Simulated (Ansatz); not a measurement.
Re₃B in space group Cmcm (No. 63; Re on 8f, Re on 4c, B on 4c) under volume change, plane-wave PAW PBEsol (Ansatz code), shape and atoms relaxed at each volume.

```
V (Å³/atom)  E − E(relaxed) (meV/atom)  P (GPa)
-----------  -------------------------  -------
11.112                             ___      ___
11.478                            60.2    27.85
11.845                             ___      ___
12.211                             0.0     0.00
12.577                            12.7   -10.84
12.944                            48.3   -20.01
13.310                           103.1   -27.70
```

Fill in the missing entries.


- 11.112, E − E(relaxed) (meV/atom): 143.6
- 11.112, P (GPa): 45.60
- 11.845, E − E(relaxed) (meV/atom): 14.2
- 11.845, P (GPa): 12.79

What does a third-order Birch–Murnaghan fit give for V₀, B₀ and B′?

V₀ = 12.21 Å³/atom, B₀ = 391 GPa, B′ = 4.5.

The workflow started from a Materials Project entry (that database holds measured and hypothetical structures alike); the Crystallography Open Database files this formula in space group No. 63, but the cells were not matched. Its standing as an ambient phase is unchecked. Symmetry was held in the PBEsol relaxation; its stability against distortions is not shown here. No spin polarisation was allowed. Spin–orbit coupling is left out wherever it is not named.

Potentials: the later of the program's two PAW sets.
